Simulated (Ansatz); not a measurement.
CaI$_{2}$:
```
CELL_PARAMETERS angstrom
      4.49223     0.00000     0.00000
     -2.24611     3.89038     0.00000
      0.00000     0.00000    33.00000
ATOMIC_POSITIONS crystal
  I  0.66667 0.33333 0.55361
  Ca 0.00000 0.00000 0.50000
  I  0.33333 0.66667 0.44639
```
Free-standing layer in the xy plane with vacuum along z and no interaction between images.

Relaxed with r²SCAN+D4. Special points in fractions of this cell's reciprocal vectors: Γ (0.000, 0.000, 0.000); M (0.500, 0.000, 0.000); K (0.333, 0.333, 0.000).

### Question
List the band energies nearest the valence-band maximum at these points for the program Ansatz at the r²SCAN+D4 level (PAW).

### Answer
In eV from the valence-band maximum; about four levels below and three above (degenerate sets whole), none deeper than 8.9 eV; points with the same levels are listed once.

```json
[
 {"k": "Γ", "below": "-0.64 -0.64 -0.36 0.00 0.00", "above": "5.18 5.18 5.19"},
 {"k": "M", "below": "-0.77 -0.72 -0.68 -0.67", "above": "4.37 6.08 6.19"},
 {"k": "K", "below": "-1.62 -1.62 -1.07 -0.71 -0.71", "above": "5.50 5.67 5.67"}
]
```

Space group P-3m1 (1T). The layer was cut from a bulk entry of the Materials Project (measured or hypothetical); whether that bulk phase is the ambient one, and whether the layer has been isolated, was not checked. The r²SCAN+D4 relaxation kept the symmetry of its start; its stability against distortions is not shown here. Spin–orbit coupling is left out wherever it is not named.

Potentials: the later of the program's two PAW sets.
